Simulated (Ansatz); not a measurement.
Zr2N (anti-rutile, P4_2/mnm) at seven volumes, the program Ansatz at the LDA level (PAW), shape and atoms relaxed at each. One row is withheld.

| V (Å³/atom) | P (GPa) |
|---|---|
| 14.023 | ? |
| 14.486 | 13.82 |
| 14.948 | 6.41 |
| 15.410 | 0.00 |
| 15.873 | -5.50 |
| 16.335 | -10.18 |
| 16.797 | -14.16 |

Problem. Fit the shown pressures and predict the withheld one.

Solution. P = (3/2)B₀(x^(7/2) − x^(5/2))[1 + (3/4)(B′ − 4)(x − 1)] with x = (V₀/V)^(2/3). Least squares on the six rows gives V₀ = 15.410 Å³/atom, B₀ = 197 GPa, B′ = 4.17. At V = 14.023, x = 1.0649 and P = 22.63 GPa. The run itself gave 22.34 GPa.

The workflow started from a Materials Project entry (that database holds measured and hypothetical structures alike); the Crystallography Open Database copy checked does not list it. Its standing as an ambient phase is unchecked. The cell was relaxed with LDA under the symmetry of its start; of distortions, only those at the zone centre were tested. No spin polarisation was allowed.

Potentials: the later of the program's two PAW sets.
